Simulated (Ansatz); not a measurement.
Level of theory: Ansatz 0.2.0, DFT PBE, scalar-relativistic, plane waves, PAW. All cells share a 420 eV cutoff and Γ-centred k meshes spaced at most about 0.3 Å⁻¹ (about 0.25 or finer for metals, 2π included). No spin polarisation in the final relaxations.

All energies are static (0 K, no zero-point motion).

Compare these two cells of GaSbTe₄, each relaxed at this level.

A.

```
CELL_PARAMETERS angstrom
4.22512 0.00000 0.00000
0.00000 4.22512 0.00000
0.00000 0.00000 12.07230
ATOMIC_POSITIONS crystal
Ga 0.00000 0.00000 0.00000
Sb 0.50000 0.50000 0.50000
Te 0.50000 0.50000 0.00000
Te 0.50000 0.50000 0.75374
Te 0.50000 0.50000 0.24626
Te 0.00000 0.00000 0.50000
```

B.

```
CELL_PARAMETERS angstrom
4.70880 0.00000 0.00000
0.00000 4.70880 0.00000
0.00000 0.00000 9.07314
ATOMIC_POSITIONS crystal
Ga 0.50000 0.50000 0.50000
Sb 0.00000 0.00000 0.00000
Te 0.50000 0.00000 0.75786
Te 0.00000 0.50000 0.24214
Te 0.50000 0.00000 0.24214
Te 0.00000 0.50000 0.75786
```

Question: Which is lower in energy, and by how much?

Answer: B is lower, by 128 meV/atom. A has space group P4/mmm (No. 123), 35.9 Å³/atom and no gap on its mesh; B has space group P4/mmm (No. 123), 33.5 Å³/atom and no gap. Counting Sb or Te atoms around Ga (for each partner element, those within 1.25 times its shortest distance or 1.15 times the sum of covalent radii, where it is the nearest in units of that sum or under 1.3; the shortest distance is added where it is long for a bond), A has Ga 4 and B has Ga 8 from 3.3 Å. A holds Te–Te units of three or more atoms (shortest 2.97 Å); in B the shortest Te–Te distance is 3.33 Å, near bonding range too. The denser one is the lower, and pressure would at first widen the difference. Even the lower one lies +0.12 eV/atom against the reference forms of the elements (uncorrected), so neither is stable at this level. Both come from invented guesses.

Spin–orbit coupling, which can matter for Sb and Te, is left out. Cells relaxed within their symmetry can be saddle points.
